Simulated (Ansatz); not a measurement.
The cell below belongs to a search over invented structures; it isn't taken from experiment.

Input and command of a plane-wave DFT calculation in Ansatz:

```yaml
crystal:
  lattice:
    - [2.2839163141, -3.5630902013, 0.0]
    - [2.2839163141, 3.5630902013, 0.0]
    - [0.0, 0.0, 5.8162870286]
  atoms:
    - { symbol: Ga, position: [0.5, 0.5, 0.0] }
    - { symbol: P, position: [0.8048563258, 0.1951436742, 0.6920164525] }
    - { symbol: P, position: [0.1951436742, 0.8048563258, 0.6920164525] }
    - { symbol: P, position: [0.1951436742, 0.8048563258, 0.3079835475] }
    - { symbol: P, position: [0.8048563258, 0.1951436742, 0.3079835475] }
basis:
  ecutwfc: 420
kpoints:
  mp_grid: { grid: [10, 10, 8] }
hamiltonian:
  xc: pbe
scf:
  occupations: { method: gaussian, width: 0.1 }
output:
  forces: true
  stress: true
  eigenvalues: true
  write_density: true
  write_potential: true
  elf: true
  volumetric_format: npy
relax:
  adjacent_minimum: "off"
  f_tol: 0.01
  max_steps: 80
  cell: { stress_tol: 0.05 }
```

```bash
ansatz run input.yaml --threads 1 --pin off --max-ram 2560MiB --backend cpu --events-out ev --progress --plain --runs-dir out
```

Processor: Intel(R) Xeon(R) Processor @ 2.50GHz (Skylake/Cascade Lake), 1 thread, on a host shared with other jobs.

Q: How long does it run, and how much memory does it take?

A: About 22 min, peak memory 0.58 GiB. It solves 22 bands at 155 k points (after reduction by symmetry) with about 1703 plane waves (on the last cell), in 186 SCF iterations over 27 ionic steps.
